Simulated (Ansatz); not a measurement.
A geometry of BeCo away from equilibrium: step 2 of the relaxation of a relaxed BeCo cell, doubled along one cell vector, shaken by Gaussian noise of σ = 0.08 Å a coordinate. Computed with PBEsol (plane waves to 420 eV, PAW, scalar-relativistic; Ansatz, a first-principles code). Γ-centred k-mesh 7×13×13 on the run's cell (coarser than for final values), Fermi–Dirac smearing 0.05 eV.

```
CELL_PARAMETERS angstrom
      5.11097    -0.00034    -0.01997
     -0.00017     2.54305    -0.00314
     -0.00998    -0.00314     2.57043
ATOMIC_POSITIONS crystal
  Be 0.98970 0.97736 0.98329
  Be 0.49997 0.97633 0.01768
  Co 0.26109 0.50349 0.51164
  Co 0.74599 0.58436 0.50458
```
Spin-polarised start, with parallel moments on Co.

Give the Cartesian forces on all atoms (eV/Å).


```csv
atom,Fx,Fy,Fz
Be1,1.00,1.48,0.63
Be2,-0.24,1.56,-0.30
Co3,-0.98,-0.45,-0.20
Co4,0.21,-2.59,-0.13
```

What is the pressure?

+6.9 GPa, compression positive.

How far above the relaxed end point is this geometry?

0.11 eV/atom; the path ends in Pm-3m (No. 221) (CsCl type).

Spin state reached: ferromagnetic (net 0.18 μB/atom), from parallel starting moments; other spin orders were not run from this start.
